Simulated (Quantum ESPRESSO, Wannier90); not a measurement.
## WO$_{3}$ (ReO3 type): Wannier90 run

```
WO3
1.0
    3.80620     0.00000     0.00000
    0.00000     3.80620     0.00000
    0.00000     0.00000     3.80620
W O
1 3
Direct
  0.00000   0.00000   0.00000
  0.00000   0.00000   0.50000
  0.50000   0.00000   0.00000
  0.00000   0.50000   0.00000
```

Structure: Materials Project mp-19390, symmetrised, not relaxed again. Not found in the COD (Crystallography Open Database) copy used, which has the formula in other groups; not checked further. Level: PBEsol, no spin polarisation, no spin-orbit coupling; pw.x of Quantum ESPRESSO at 68 Ry with PseudoDojo potentials, 8×8×8 k-points, Wannier90. Density: 8×8×8 mesh, cold smearing 0.01 Ry. Spin-orbit coupling is left out although heavy elements are present.

Base run: 14 functions from bands 8-33 of the 33 computed, start hydrogen-like W: d; O: p, frozen window up to 2.09 eV relative to the valence-band maximum, outer window open. One thing is changed at a time; window edges are relative to the valence-band maximum. The misfit compares interpolated bands with pw.x on a high-symmetry path, for states up to 1.6 eV relative to the valence-band maximum. Converged means that the tolerances were met: symmetric starts can stop on a saddle, which shows as a larger Ω_OD at equal Ω_I and can move the misfit too.

```json
[
 {"setting": "base", "functions": "14", "frozen to (eV)": "2.09", "Ω_I (Å²)": "11.20", "Ω_D (Å²)": "0.00", "Ω_OD (Å²)": "0.13", "rms misfit (meV)": "0.9", "worst (meV)": "9.3", "ended": "converged"},
 {"setting": "frozen window to 6.09 eV", "functions": "14", "frozen to (eV)": "6.09", "Ω_I (Å²)": "11.54", "Ω_D (Å²)": "0.00", "Ω_OD (Å²)": "0.17", "rms misfit (meV)": "0.3", "worst (meV)": "2.3", "ended": "converged"},
 {"setting": "frozen window to 1.09 eV", "functions": "14", "frozen to (eV)": "1.09", "Ω_I (Å²)": "11.13", "Ω_D (Å²)": "0.00", "Ω_OD (Å²)": "0.13", "rms misfit (meV)": "8.9", "worst (meV)": "99", "ended": "converged"},
 {"setting": "frozen window to 4.09 eV", "functions": "14", "frozen to (eV)": "4.09", "Ω_I (Å²)": "11.42", "Ω_D (Å²)": "0.00", "Ω_OD (Å²)": "0.16", "rms misfit (meV)": "0.2", "worst (meV)": "1.1", "ended": "converged"},
 {"setting": "frozen window to 7.49 eV", "functions": "14", "frozen to (eV)": "7.49", "Ω_I (Å²)": "–", "Ω_D (Å²)": "–", "Ω_OD (Å²)": "–", "rms misfit (meV)": "–", "worst (meV)": "–", "ended": "stops: too many frozen states"},
 {"setting": "no frozen window", "functions": "14", "frozen to (eV)": "none", "Ω_I (Å²)": "9.51", "Ω_D (Å²)": "0.00", "Ω_OD (Å²)": "0.05", "rms misfit (meV)": "998", "worst (meV)": "3103", "ended": "converged"},
 {"setting": "outer window to 14.56 eV", "functions": "14", "frozen to (eV)": "2.09", "Ω_I (Å²)": "11.79", "Ω_D (Å²)": "0.00", "Ω_OD (Å²)": "0.18", "rms misfit (meV)": "0.3", "worst (meV)": "1.1", "ended": "converged"},
 {"setting": "outer window to 11.56 eV", "functions": "14", "frozen to (eV)": "2.09", "Ω_I (Å²)": "–", "Ω_D (Å²)": "–", "Ω_OD (Å²)": "–", "rms misfit (meV)": "–", "worst (meV)": "–", "ended": "stops: too few bands in the window"}
]
```
